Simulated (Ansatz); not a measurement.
PbS (rock salt)

```
CELL_PARAMETERS angstrom
      0.00000     5.90268     5.90268
      2.95134     0.00000     2.95134
      2.95134     2.95134     0.00000
ATOMIC_POSITIONS crystal
  S  0.00000 0.00000 0.00000
  S  0.50000 0.00000 0.00000
  Pb 0.25000 0.50000 0.50000
  Pb 0.75000 0.50000 0.50000
```

In this cell atom 2 (S, nearest neighbour Pb at 2.951 Å; its periodic images, 4.2 Å or more away, move with it) is moved by u·(1.000, 0.000, 0.000) + v·(0.000, 0.000, 1.000); the rest is frozen.

Level of theory: PBEsol (plane waves to 420 eV, PAW, scalar-relativistic; Ansatz, a program for electronic structure). k mesh 4×8×8 (Γ-centred), Fermi-Dirac smearing 0.05 eV. Stress and pressure are positive under compression. As the smearing reaches across the gap at some points, energies and forces of such displacements shift with the k mesh and the smearing. PbS was relaxed with its symmetry unable to fall. Spin-orbit coupling is left out, though Pb is heavy. The last digit holds for this mesh only.

Changes of P (GPa) from the point u = 0.000 Å, v = 0.000 Å when one coordinate moves alone (two changes are said to add if the coupling is within 5 % of the smaller one, nearly so within 20 %):

```
point                      change
-------------------------  ------
u = 0.000 Å, v = -0.970 Å   15.58
u = 0.000 Å, v = -0.485 Å    2.43
u = -0.970 Å, v = 0.000 Å   15.58
u = -0.485 Å, v = 0.000 Å    2.43
u = 0.485 Å, v = 0.000 Å     2.43
u = 0.970 Å, v = 0.000 Å    15.58
u = 0.000 Å, v = 0.485 Å     2.43
u = 0.000 Å, v = 0.970 Å    15.58
```

Question: Do the two effects add at u = -0.970 Å, v = 0.485 Å? Give the computed change.

Answer: The sum of the single changes is 15.58 + (2.43) = 18.01; the calculation gives 14.00, so the coupling contributes -4.01 (over 20 % of the smaller single change, not additive).

Question: What is the change at u = -0.485 Å, v = -0.485 Å, where both move, and how far is it from the sum?

Answer: The sum of the single changes is 2.43 + (2.43) = 4.86; the calculation gives 4.36, so the coupling contributes -0.50 (over 20 % of the smaller single change, not additive).

(A displaced cell: forces are minus the slopes of the energy, force constants its curvatures, and phonons follow from these.)
